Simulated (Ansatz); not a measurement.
Data sheet: As (DFT)

As:
Space group Fd-3m, origin choice 1 (No. 227); a = b = c = 6.1088 Å, α = β = γ = 90.00°

```csv
atom,site,symmetry,x,y,z
As,8b,-43m,0.5000,0.5000,0.5000
```
(The calculation used a cell of 2 atoms; values per cell refer to that cell.)

Space group Fd-3m (No. 227), diamond; conventional cell a = b = c = 6.1088 Å, α = β = γ = 90.00°.

Method: DFT-PBE in the program Ansatz with PAW potentials. The cell and atoms are relaxed at this level. Other levels are named where they apply.

Cell and energy:

```
Item                  Value
---------------  ----------
Volume per atom    28.50 Å³
Density          4.37 g/cm³
```

Electronic structure:

```
Quantity                                                                    Result
------------------------------------  --------------------------------------------
Electronic character                                             metallic (no gap)
Density of states at the Fermi level  0.51 states/eV per atom (mean over ±0.08 eV)
Gap with spin–orbit coupling                                       none (metallic)
```

Mechanics:

```
Property                              Result
----------------------------------  --------
Bulk modulus (Birch–Murnaghan fit)  45.3 GPa
Pressure derivative B′                   3.2
```

The start of the workflow was typed in or built on a structure type; neither database checked (COD, Materials Project) lists it. It is not the phase usual at ambient conditions (space group No. 166). The cell was relaxed with PBE under the symmetry of its start; its stability against distortions is not shown here. Scalar-relativistic: spin–orbit coupling is off unless named, which matters more the heavier the elements.

Potentials: the earlier of the program's two PAW sets.
